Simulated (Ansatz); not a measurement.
Input and command of a plane-wave DFT calculation in Ansatz:

```yaml
crystal:
  lattice:
    - [0.0, 2.0661, 2.0661]
    - [2.0661, 0.0, 2.0661]
    - [2.0661, 2.0661, 0.0]
  atoms:
    - { symbol: Li, position: [0.0, 0.0, 0.0] }
    - { symbol: H, position: [0.5, 0.5, 0.5] }
basis:
  ecutwfc: 420
kpoints:
  mp_grid: { grid: [10, 10, 10] }
hamiltonian:
  xc: pbe
scf:
  occupations: { method: gaussian, width: 0.01 }
  n_extra_bands: 12
output:
  eigenvalues: true
  optics: { e_range: [0, 14], sigma: 0.1, nscf_kmesh: { grid: [16, 16, 16] } }
```

```bash
ansatz run input.yaml --threads 1 --pin off --max-ram 2560MiB --backend cpu --events-out ev --progress --plain --runs-dir out
```

Processor: AMD EPYC 7R43 64-Core Processor (Zen 3), 1 thread, on a host shared with other jobs.

Problem. How long does it run, and how much memory does it take?

Solution. About 18 s on 1 thread of AMD EPYC 7R43 64-Core Processor (Zen 3) (shared host), peak memory 0.62 GiB. It solves 14 bands at 47 k points (the mesh reduced by the symmetry that the task leaves, which can be less than the crystal's) with about 331 plane waves, in 8 SCF iterations.